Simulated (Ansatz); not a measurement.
WSe2:
```cif
data_Se4W2
_chemical_formula_sum 'W2 Se4'
_space_group_name_H-M_alt 'P 1'
_space_group_IT_number 1
_cell_length_a 3.30261
_cell_length_b 3.30261
_cell_length_c 13.22578
_cell_angle_alpha 90.000
_cell_angle_beta 90.000
_cell_angle_gamma 120.000
loop_
_space_group_symop_operation_xyz
  'x, y, z'
loop_
_atom_site_label
_atom_site_type_symbol
_atom_site_fract_x
_atom_site_fract_y
_atom_site_fract_z
_atom_site_occupancy
W1 W 0.66667 0.33333 0.75000 1
W2 W 0.33333 0.66667 0.25000 1
Se1 Se 0.33333 0.66667 0.87579 1
Se2 Se 0.66667 0.33333 0.12421 1
Se3 Se 0.66667 0.33333 0.37579 1
Se4 Se 0.33333 0.66667 0.62421 1
```

Relaxed with r²SCAN+D4. DFT-r²SCAN+D4 in the program Ansatz with PAW potentials gives a gap of 1.17 eV.

Q: What gap does HSE06 give on the same cell (Ansatz, PAW)?

A: 1.53 eV, 0.36 eV more. The hybrid was solved on a coarser mesh and at special points; its gap is the smallest among all of these.

```csv
k,v1 r²SCAN+D4,c1 r²SCAN+D4,v1 HSE06,c1 HSE06
Γ,0.00,2.78,[?],[?]
A,-0.25,2.79,-0.27,3.30
K,-0.23,1.38,[?],[?]
H,-0.33,1.38,[?],[?]
M,-1.30,2.22,-1.37,2.72
L,-1.36,2.23,[?],[?]
```

Q: Top valence (v1) and lowest conduction level (c1) in eV from each method's valence maximum (which need not be a listed point): supply the withheld HSE06 values.

A: 
- H, v1 HSE06: -0.31
- H, c1 HSE06: 1.74
- L, v1 HSE06: -1.47
- L, c1 HSE06: 2.73
- K, v1 HSE06: -0.20
- K, c1 HSE06: 1.74
- Γ, v1 HSE06: 0.00
- Γ, c1 HSE06: 3.30

Cost on shared cores: the r²SCAN+D4 run (SCF on a 10×10×2 mesh, then bands and DOS) around 2.8 core-minutes (rough), the HSE06 run (SCF on 6×6×2, then a few points) roughly 6 core-minutes; the tasks are unlike.

Space group P6_3/mmc. The r²SCAN+D4 relaxation kept the symmetry of its start; phonons on a q-mesh show no instability. No spin polarisation was allowed. Spin–orbit coupling is left out wherever it is not named.

Potentials: the later of the program's two PAW sets.
